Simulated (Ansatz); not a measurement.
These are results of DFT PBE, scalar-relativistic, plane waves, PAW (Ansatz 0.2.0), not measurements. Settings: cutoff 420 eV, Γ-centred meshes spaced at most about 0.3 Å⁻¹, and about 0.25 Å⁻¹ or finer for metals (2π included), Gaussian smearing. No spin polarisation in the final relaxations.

These are static total energies at zero pressure.

Compare these two cells of Be4Os, each relaxed at this level.

A.

```xyz
5
Lattice="-2.5111 2.5111 1.8389 2.5111 -2.5111 1.8389 2.5111 2.5111 -1.8389" Properties=species:S:1:pos:R:3 pbc="T T T"
Be    2.5111    0.9940    0.0000
Be    0.9940    2.5111    0.0000
Be    1.5171    0.0000    1.8389
Be    0.0000    1.5171    1.8389
Os    0.0000    0.0000    0.0000
```

B.

```xyz
5
Lattice="-2.7824 2.7824 1.5463 2.7824 -2.7824 1.5463 2.7824 2.7824 -1.5463" Properties=species:S:1:pos:R:3 pbc="T T T"
Be    2.1702    1.1392    0.0000
Be    1.1392    3.3947    0.0000
Be    1.6432   -0.6122    1.5463
Be    0.6122    1.6432    1.5463
Os    0.0000    0.0000    0.0000
```

Task: Which form is favoured at zero pressure, and by what margin per atom?

Result: B is lower, by 163 meV/atom. A has space group I4/mmm (No. 139), 9.3 Å³/atom and no gap on its mesh; B has Be and Os ordered on fcc sites, space group I4/m (No. 87), 9.6 Å³/atom and no gap. Counting all near atoms (those within 1.25 times the shortest distance at each site; a plus sign parts nearer from farther groups), A has Be 9, Os 8+8 and B has Be 12, Os 12. The lower one is the more open, so pressure narrows the difference. Both come from invented guesses.

Spin–orbit coupling, which can matter for Os, is left out. The zero gap of I4/m may come from the functional, which often closes small gaps, or the cell may be a true semimetal. Cells relaxed within their symmetry can be saddle points. The I4/m cell of Be4Os came from shaking the I4/mmm one.
